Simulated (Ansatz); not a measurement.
Rough cost of magnetic runs on GaFe3 (Fm-3m) in Ansatz 0.2.0, 2 threads of Arm Neoverse V1, on a shared host.

```
CELL_PARAMETERS angstrom
0.00000 2.89159 2.89159
2.89159 0.00000 2.89159
2.89159 2.89159 0.00000
ATOMIC_POSITIONS crystal
Ga 0.00000 0.00000 0.00000
Fe 0.50000 0.50000 0.50000
Fe 0.75000 0.75000 0.75000
Fe 0.25000 0.25000 0.25000
```

| run | functional, mesh | k points solved | bands | iterations | wall time (s) | peak memory (GiB) |
| --- | --- | --- | --- | --- | --- | --- |
| PAW: volume scaled by 0.66 | PBEsol, 8×8×8 | 29 | 42 | 17 | 6.3 | 0.34 |
| PAW: volume scaled by 0.8, no spin polarisation | PBEsol, 8×8×8 | 29 | 37 | 8 | 2.1 | 0.34 |
| PAW: volume scaled by 1.1, no spin polarisation | PBEsol, 8×8×8 | 29 | 37 | 8 | 1.9 | 0.35 |
| PAW: volume scaled by 0.86, no spin polarisation | PBEsol, 8×8×8 | 29 | 37 | 8 | 3 | 0.35 |
| AE-PAW: volume scaled by 1.1 | PBEsol, 8×8×8 | 29 | 42 | 21 | 26 | 0.93 |
| PAW: volume scaled by 0.74, no spin polarisation | PBEsol, 8×8×8 | 29 | 37 | 8 | 2.3 | 0.34 |
| LAPW: volume scaled by 0.92, no spin polarisation | PBEsol, 8×8×8 | 29 | 42 | 15 | 18 | 0.44 |
| PAW: volume scaled by 0.86 | PBEsol, 8×8×8 | 29 | 42 | 14 | 6.9 | 0.38 |
| PAW: free moments from the typed start | PBEsol, 8×8×8 | 29 | 42 | 13 | 7.1 | 0.4 |
